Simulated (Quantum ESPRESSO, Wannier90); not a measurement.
## Tight-binding from DFT: PbS (R3m)

```
CELL_PARAMETERS angstrom
      2.11266     1.21974     3.45192
     -2.11266     1.21974     3.45192
      0.00000    -2.43949     3.45192
ATOMIC_POSITIONS crystal
  Pb 0.01943 0.01943 0.01943
  S  0.52496 0.52496 0.52496
```

Structure: Materials Project mp-1057015, symmetrised, not relaxed again. Not found in the COD (Crystallography Open Database) copy used, which has the formula in other groups; not checked further. Computed values, not measurements, from LDA: Quantum ESPRESSO (norm-conserving PseudoDojo potentials, cutoff 45 Ry, no spin polarisation, no spin-orbit coupling) on a Γ-centred 10×10×10 mesh, then Wannier90. Density: 10×10×10 mesh, cold smearing 0.01 Ry. Spin-orbit coupling is left out although heavy elements are present.

Gauge-invariant spread of the valence bands 6-10 on N×N×N meshes:

```tsv
N	Ω_I (Å²)
3	8.032
4	9.061
5	10.113
7	11.102
8	11.367
```

Problem. The finite-difference formula errs by O(b²), so take Ω_I(N) = Ω_∞ − c/N². Fit the last two rows and predict N = 10.

Solution. c = (11.367 − 11.102)/(1/7² − 1/8²) = 55.4 Å², Ω_∞ = 12.23 Å², so Ω_I(10) = 11.68 Å². The run gives 11.78 Å². With it the last two points give Ω_∞ = 12.51 Å²: the extrapolated value still moves, so higher orders in b matter on these meshes. The finest mesh lies 6 % under that extrapolated value.
